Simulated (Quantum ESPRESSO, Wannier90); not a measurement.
Wannierisation of ScF3 (R32)

Materials Project entry mp-10694; symmetrised, unrelaxed at this level. COD (Crystallography Open Database) has the formula in 4 space groups, this one among them (matched by group alone). The atoms lie within 0.1 Å of the higher space group Pm-3m. Computed values, not measurements, from LDA: Quantum ESPRESSO (norm-conserving PseudoDojo potentials, cutoff 68 Ry, no spin polarisation, no spin-orbit coupling) on a Γ-centred 8×8×8 mesh, then Wannier90. Density: 8×8×8 mesh, cold smearing 0.01 Ry.

```
begin unit_cell_cart
ang
    2.8568399937    1.6493973394    2.3311470000
   -2.8568399937    1.6493973394    2.3311470000
    0.0000000000   -3.2987946788    2.3311470000
end unit_cell_cart
mp_grid = 8 8 8
```

Q: Which shells of neighbouring k-points and which b-vectors and weights does Wannier90 pick for this cell and mesh?

A: 
```
 *---------------------------------- K-MESH ----------------------------------*
 +----------------------------------------------------------------------------+
 |                    Distance to Nearest-Neighbour Shells                    |
 |                    ------------------------------------                    |
 |          Shell             Distance (Ang^-1)          Multiplicity         |
 |          -----             -----------------          ------------         |
 |             1                   0.194437                      6            |
 |             2                   0.274918                      6            |
 |             3                   0.275033                      6            |
 |             4                   0.336728                      6            |
 |             5                   0.336915                      2            |
 |             6                   0.388874                      6            |
 |             7                   0.434702                     12            |
 |             8                   0.434847                     12            |
       ... (lines left out)
 +----------------------------------------------------------------------------+
 | The b-vectors are chosen automatically                                     |
 | The following shells are used:                       1,  2                 |
 +----------------------------------------------------------------------------+
 |                        Shell   # Nearest-Neighbours                        |
 |                        -----   --------------------                        |
 |                          1               6                                 |
 |                          2               6                                 |
 +----------------------------------------------------------------------------+
 | Completeness relation is fully satisfied [Eq. (B1), PRB 56, 12847 (1997)]  |
 +----------------------------------------------------------------------------+
 |                  b_k Vectors (Ang^-1) and Weights (Ang^2)                  |
 |                  ----------------------------------------                  |
 |            No.         b_k(x)      b_k(y)      b_k(z)        w_b           |
 |            ---        --------------------------------     --------        |
 |             1         0.000000   -0.158724    0.112305    13.214503        |
 |             2        -0.137459    0.079362    0.112305    13.214503        |
 |             3         0.137459    0.079362    0.112305    13.214503        |
 |             4         0.000000    0.158724   -0.112305    13.214503        |
 |             5         0.137459   -0.079362   -0.112305    13.214503        |
 |             6        -0.137459   -0.079362   -0.112305    13.214503        |
 |             7        -0.137459    0.238086    0.000000     0.005493        |
 |             8         0.137459    0.238086    0.000000     0.005493        |
 |             9         0.137459   -0.238086    0.000000     0.005493        |
 |            10         0.274918    0.000000    0.000000     0.005493        |
 |            11        -0.137459   -0.238086    0.000000     0.005493        |
 |            12        -0.274918    0.000000    0.000000     0.005493        |
```
